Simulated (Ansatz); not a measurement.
Ansatz (a quantum-chemistry and plane-wave program) input:

Ansatz 0.2 input:
```yaml
crystal:
  lattice:
    - [3.7971834996, 0.0, 0.0]
    - [0.0, 3.7971834996, 0.0]
    - [0.0, 0.0, 3.7971834996]
  atoms:
    - { symbol: Cd, position: [0.0, 0.0, 0.0] }
    - { symbol: Ni, position: [0.0, 0.5, 0.5] }
    - { symbol: Ni, position: [0.5, 0.0, 0.5] }
    - { symbol: Ni, position: [0.5, 0.5, 0.0] }
    - { symbol: N, position: [0.5, 0.5, 0.5] }
kpoints:
  mp_grid: { grid: [11, 11, 11] }
basis: { xc_grid: 2, fft_grid_basis: typed }
hamiltonian:
  xc: pbesol
  pseudopotentials: { kind: paw }
scf:
  occupations: { method: gaussian, width: 0.05 }
checkpoint: { read: metal.run }
output: { write_density: true, elf: true, volumetric_format: npy }
```

Output (shortened):

```
Pseudopotential: Cd, paw, valence charge 20
Pseudopotential: Ni, paw, valence charge 18
Pseudopotential: N, paw, valence charge 5
Functional definition: PBEsol
Crystal: 5 atoms, lattice volume = 54.750 Å³
Basis set: ecut = 420 eV, 1045 PW (Γ), exchange–correlation on 54×54×54 points (8 copies of the dense FFT grid, shifted against one another)
Bands: 48, of which v1, the nominal top of the filled ones, is band 40 counted from 1 (39 counted from 0)
Symmetry: 48 space group operations
Space group: Pm-3m (ITA 221), of the structure as read, at distance tolerance 3.8e-5 Å
k-points: 56 of 1331
Stability of the state it starts from, as read at its close in the unpolarized treatment …
iter 1 solved again at ethr=3.54e-8 eV; its pass at ethr=3.10e-3 eV (dr2=2.80e-5 eV) is discarded
SCF iter   1: F=—  HF=-25978.197442 eV  |F-HF|=—  |Δ(HF+E_count)|=         —  Δρ=8.28e-7  dr2=2.44e-10  ethr=3.54e-8  ⟨swp⟩=3.2  Hψ=16698  notcnv=0
preconditioner: auto → Kerker (q_TF=auto, 2.900 Å⁻¹)
SCF iter   2: F=-25978.197442 eV  HF=-25978.197442 eV  |F-HF|=1.24e-10  |Δ(HF+E_count)|=   1.30e-8  Δρ=6.28e-7  dr2=1.23e-10  ethr=1.00e-12  ⟨swp⟩=6.7  Hψ=10503  notcnv=0
SCF 1 converged in 2 iterations: F = -25978.197442 eV  dr2 = 1.23e-10
SCF converged after 2 iterations
Free energy (F): -25978.197442 eV
Harris-Foulkes:  -25978.197442 eV  (|F-HF|=1.24e-10)
Internal energy: -25978.194209 eV  (E = F + TS)
E sigma→0 (E₀):  -25978.195826 eV
Entropy (-TS):   -0.003233 eV (-0.647 meV/atom)
Fermi energy:    18.149899 eV
--- Per-component energies (eV) ---
  E_band       = -1132.055644
  E_kinetic    = 1489.953643
  E_local      = -13352.781066  (includes V_loc(G=0)·N_el)
  E_nonlocal   = 2005.376480
  E_hartree    = 5749.580444
  E_xc         = -489.652028
  E_vxc        = -626.810695  (∫ρ·V_xc dr)
  E_paw        = -8930.803337  (= ΣΔE_a)
  E_vpaw       = -2146.957967  (= ΣTr[D̂ρ^β])
  E_aug_tail   = 0.001723  (compensation charges beyond the density's cutoff)
  E_ewald      = -12450.831994
  E_core_change = 0.961925  (= ΣΔE_core)
  E_smearing   = -0.003233  (= −TS)
  E_closure    = 0.000000  (closes the sum)
  Σ components = -25978.197442   (vs F -25978.197442, Δ=0.00e0)
  [band-id]    e_kinetic+e_local+e_nonlocal+2·e_hartree+e_vxc+e_vpaw+e_augmentation_tail = -1132.056993   (vs E_band -1132.055644, Δ=-1.35e-3)
--- Band table (eV; the first three rows and the last of 56) ---
  k-point 0: bands = ["-84.7189", "-84.7056", "-84.7056", "-84.3961", "-45.7081", "-45.7081", "-45.7081", "-45.4859", "-45.4859", "-45.4859", "-45.0617", "-45.0617", "-45.0617", "-45.0605", "-45.0605", "-45.0605", "0.9077", "9.0552", "9.0552", "9.3690", …
  k-point 1: bands = ["-84.7186", "-84.7058", "-84.7056", "-84.3961", "-45.7080", "-45.7080", "-45.7080", "-45.4857", "-45.4857", "-45.4855", "-45.0624", "-45.0619", "-45.0619", "-45.0607", "-45.0607", "-45.0606", "0.9431", "9.0657", "9.0789", "9.3636", …
  k-point 2: bands = ["-84.7179", "-84.7065", "-84.7056", "-84.3961", "-45.7077", "-45.7077", "-45.7076", "-45.4851", "-45.4851", "-45.4845", "-45.0643", "-45.0623", "-45.0623", "-45.0611", "-45.0611", "-45.0607", "1.0410", "9.0940", "9.1301", "9.3492", …
  k-point 55: bands = ["-84.7100", "-84.7098", "-84.7098", "-84.3964", "-45.7705", "-45.6738", "-45.6738", "-45.4904", "-45.4904", "-45.4899", "-45.0845", "-45.0839", "-45.0839", "-45.0378", "-45.0378", "-45.0377", "2.3389", "8.7487", "8.7487", "8.7785", …
```

Cost: about 7 core-seconds (a rough figure) on shared cores.

The workflow started from an entry of the Crystallography Open Database (COD). Whether it is the stable phase at ambient conditions was not checked. Symmetry was held in the PBEsol relaxation; its stability against distortions is not shown here. No spin polarisation was allowed. With an odd number of electrons in the cell and no spin polarisation, the count alone makes it a metal. Spin–orbit coupling is left out wherever it is not named.

Potentials: the later of the program's two PAW sets.

Ansatz is a plane-wave DFT program.
